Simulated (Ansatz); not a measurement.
## ZnW, all-electron reference calculation

This is generated ZnW in the CsCl structure, strained and with atoms displaced, one atom being moved towards a neighbour.

Ansatz, all-electron PAW with datasets made for this cell; functional PBE; scalar relativity, no spin–orbit coupling, cores by Dirac's equation, point nucleus. Sampling: 3×3×3 Γ-centred mesh with 0.15 eV Fermi–Dirac smearing (a coarse mesh, not converged over the zone). In metals such a mesh can move stress, forces and moments by their own size. No spin polarisation. Labels count atoms in the order given.

```
W Zn
1.0
     3.09004   -0.13243    0.00666
    -0.13243    3.12340   -0.04654
     0.00666   -0.04654    3.05682
W Zn
1 1
Direct
  0.70167 0.07413 0.83420
  0.13341 0.45342 0.40434
```

```json
{"atom": "W1", "Fx (eV/Å)": "-4.390", "Fy (eV/Å)": "-5.035", "Fz (eV/Å)": "3.089"}
{"atom": "Zn2", "Fx (eV/Å)": "4.390", "Fy (eV/Å)": "5.035", "Fz (eV/Å)": "-3.089"}
```

Stress xx yy zz yz xz xy in GPa, positive in compression: 30.91 17.17 35.42 -12.04 -9.52 24.05.

- Pressure: 27.83 GPa
- Largest force: 7.360 eV/Å
